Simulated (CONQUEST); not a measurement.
Input and output of a self-consistent single point for InSn₂Te₃ (P-3m1, 12 atoms in the cell; from Materials Project mp-1223682, lattice scaled a little) (CONQUEST).

Level of theory: PBEsol, numerical atomic orbitals double-zeta with polarisation (the shipped basis), PseudoDojo norm-conserving potentials made for PBEsol run with CONQUEST.

```
CELL_PARAMETERS angstrom
      4.48155     0.00000     0.00000
      0.00000     7.76228     0.00000
      0.00000     0.00000    11.05539
ATOMIC_POSITIONS crystal
  In 0.00000 0.00000 0.00000
  In 0.50000 0.50000 0.00000
  Sn 0.00000 0.33333 0.66867
  Sn 0.50000 0.16667 0.33133
  Sn 0.50000 0.83333 0.66867
  Sn 0.00000 0.66667 0.33133
  Te 0.00000 0.33333 0.16576
  Te 0.50000 0.16667 0.83424
  Te 0.00000 0.00000 0.50000
  Te 0.50000 0.83333 0.16576
  Te 0.00000 0.66667 0.83424
  Te 0.50000 0.50000 0.50000
```

Reference input (self-consistent single point, DFT, PBEsol, numerical atomic orbitals double-zeta with polarisation (the shipped basis), PseudoDojo norm-conserving potentials made for PBEsol): basis = DZP; Diag.MPMeshX, Y, Z = 3 2 2; potentials = PseudoDojo norm-conserving PBEsol; Grid.GridCutoff = 175 Ha; DM.SolutionMethod = diagon; Diag.MPShiftX = 0.16666667; Diag.kT = 0.003675 Ha; minE.SCTolerance = 1.0e-06; SC.MaxIters = 100; SC.LinearMixingFactor = 0.3; SC.KerkerPreCondition = true; SC.KerkerFactor = 0.3 1/bohr. This run's input differs from it in these lines:

```diff
@@ -21,4 +21,5 @@
 Diag.MPMeshY                   2
-Diag.MPMeshZ                   2
+Diag.MPMeshZ                   1
 Diag.MPShiftX                  0.16666667
+Diag.MPShiftZ                  0.50000000
 Diag.kT                        0.003675
```

Output, abridged:

```
    new_SC_potl: Starting.  Tolerance:  0.10000E-05

    PulayMixSC: Starting Pulay mixing, A_up =  0.300 A_dn =  0.300
    PulayMixSC: Spin non-polarised calculation.
    PulayMixSC: with Kerker preconditioning, q0 =  0.300
          Harris-Foulkes Energy            :     -1075.209926089750070 Ha
          GroundState Energy (E-(1/2)TS)   :     -1075.212915645201292 Ha
          Free Energy (E-TS)               :     -1075.215905200652514 Ha
          DFT Total Energy                 :     -1075.151378067992937 Ha
          Total number of electrons        :       177.999999999987864
   [... lines left out ...]
          Total number of electrons        :       178.000246214666760
    PulayMixSC: Pulay iteration    11 residual:              0.10714E-05
          Harris-Foulkes Energy            :     -1075.177561666076144 Ha
          GroundState Energy (E-(1/2)TS)   :     -1075.180736208425060 Ha
          Free Energy (E-TS)               :     -1075.183910750773975 Ha
          DFT Total Energy                 :     -1075.177560909760814 Ha
          Total number of electrons        :       178.000243913676059
    PulayMixSC: Pulay iteration    12 residual:              0.60827E-06
    PulayMixSC: Reached SCF tolerance of  0.60827E-06 after     12 iterations
      | Number of electrons      =       178.000244
      |* band energy as 2Tr[K.H] =      -162.413436693441980 Ha
      |  screened ion-ion energy =      -806.464174474323613 Ha
      |  Ha correction           =         3.716611248204175 Ha
      |  XC correction           =      -110.016605987961114 Ha
      | GS Energy as E-(1/2)TS   =     -1075.180736208425060 Ha
      | Free Energy as E-TS      =     -1075.183910750773975 Ha
      |* Harris-Foulkes energy   =     -1075.177561666076144 Ha
      |* DFT total energy        =     -1075.177560909760814 Ha
      |  estimated accuracy      =        -0.000000756315330 Ha

    force: Forces on atoms (Ha/A )
    force:  Atom   X              Y              Z
   [... lines left out ...]
    force: Maximum force :        0.00318074(Ha/A ) on atom         8 in z direction
   [... lines left out ...]
    force: Force Residual:        0.00222322 Ha/A
    force: Total stress:          1.24010467     0.00000000     0.00000000 GPa
                             0.00000000     3.26405079     0.81373991
                             0.00000000     0.81373992     2.06436053
    force: Average pressure:     -2.18950533 GPa

    force: Finished force
    get_E_and_F: Change in energy during last step of electronic optimisation:  0.35197E-07
```

The run converged in 12 iterations. CONQUEST prints the stress tensor with tension positive. Against the reference run the free energy drops by 16.5 meV/atom and the pressure goes from -1.67 to -2.19 GPa.

The program uses no crystal symmetry, so grid and mesh can part values that symmetry would make equal. The atom-centred basis is finite, which shifts total energies and pressures against plane waves. This run is one point of a test of settings, so its values need not be converged; read them against the reference run alone. The structure comes from a collection of computed structures, made at another level of theory; the collection holds predicted forms beside known ones. Its lattice was then scaled. No clean gap shows at this smearing width and mesh (spacing up to 0.57 Å⁻¹); the mesh is coarse for partly filled bands, so the values carry mesh errors.

Cost on one core: roughly 4 core-minutes.
